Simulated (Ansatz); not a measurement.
## Be3TeF4: relaxed-ion elastic tensor

All numbers below come from DFT PBE, scalar-relativistic, plane waves, PAW in Ansatz 0.2.0. Plane waves to 420 eV; Γ-centred k mesh 6×4×4; fixed occupations. No spin polarisation.

The cell, relaxed at this level:
```yaml
crystal:
  lattice:
    - [4.51991, 0.00094, 0.00043]
    - [1.96430, 5.48384, 0.00252]
    - [1.99816, 0.93193, 5.67664]
  atoms:
    - { symbol: Be, position: [0.13981, 0.63777, 0.16210] }
    - { symbol: Be, position: [0.89528, 0.01708, 0.45152] }
    - { symbol: Be, position: [0.60513, 0.90786, 0.96942] }
    - { symbol: Te, position: [0.38978, 0.19056, 0.26719] }
    - { symbol: F, position: [0.84429, 0.67096, 0.07138] }
    - { symbol: F, position: [0.76597, 0.02581, 0.71708] }
    - { symbol: F, position: [0.33678, 0.80161, 0.96310] }
    - { symbol: F, position: [0.02294, 0.74834, 0.39822] }
```

It was reached by relaxing an invented guess, and it needn't be the stable form of this composition. Spin–orbit coupling is left out, which matters for heavy elements.

Question: Give the relaxed-ion elastic constants (GPa, Voigt order xx yy zz yz xz xy, on the Cartesian axes of the cell above).

Answer:
C11 = 46.5, C12 = 14.5, C13 = 8.0, C14 = 1.7, C15 = -2.6, C16 = 0.5, C22 = 64.8, C23 = 13.9, C24 = -1.2, C25 = 0.9, C26 = -8.3, C33 = 62.2, C34 = 3.3, C35 = -6.7, C36 = -1.4, C44 = 9.6, C45 = -0.8, C46 = -0.1, C55 = 17.7, C56 = -2.5, C66 = 17.4 GPa; the others vanish.

Question: Is the crystal stable against homogeneous strain?

Answer: Yes: the least eigenvalue of the tensor is 9.1 GPa.

Question: And the moduli of a polycrystal (Hill averages)?

Answer: B = 26 GPa, G = 17 GPa, E = 41 GPa, ν = 0.24.
